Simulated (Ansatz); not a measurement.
## SrPt₅: pressure against volume

A database entry relaxed whole under r2SCAN (P6/mmm):

```
Sr Pt
1.0
     5.45042    0.00000    0.00000
    -2.72521    4.72020    0.00000
     0.00000    0.00000    4.35821
Sr Pt
1 5
Direct
  0.00000 0.00000 0.00000
  0.50000 0.00000 0.50000
  0.50000 0.50000 0.50000
  0.00000 0.50000 0.50000
  0.33333 0.66667 0.00000
  0.66667 0.33333 0.00000
```

The cell was scaled uniformly, its shape held, and the atoms relaxed at each volume with plane-wave PAW DFT (Ansatz 0.2.0; r2SCAN, 500 eV, 7×7×8 Γ-centred mesh, fermi-dirac occupations of width 0.100 eV; no spin, no spin-orbit coupling). One row is withheld.

```
volume (Å³/atom)  energy over the lowest (meV/atom)  pressure (GPa)
          17.566                               42.2           13.02
          17.940                               17.9            8.16
          18.314                                4.2            3.87
          18.687                                0.0            0.09
          19.061                                4.1           -3.26
          19.435                                  ?               ?
          19.809                               33.3           -8.80
```

**Question.** Fit the pressures of the other rows to the third-order Birch-Murnaghan form.

**Answer.** With f = [(V₀/V)^(2/3) − 1]/2 and P = 3B₀f(1 + 2f)^(5/2)[1 + 3(B₀′ − 4)f/2], least squares gives V₀ = 18.70 Å³ an atom, B₀ = 177 GPa and B₀′ = 5.2; the rows miss the fit by less than 0.01 GPa. The slope of the energies differs from these pressures by 0.13 GPa, since they are taken to zero smearing while pressures follow the free energy.

**Question.** What does the withheld row hold?

**Answer.** The fit gives -6.20 GPa at 19.435 Å³; the run gave -6.20 GPa and 15.5 meV an atom.

Caveats: the shape of the cell was held, so B₀ is an upper bound where the axes differ in stiffness; 0 K, fixed nuclei; the symmetry was kept, and this need not be the phase that is stable at 0 K; one mesh for all volumes; pressure is positive in compression.
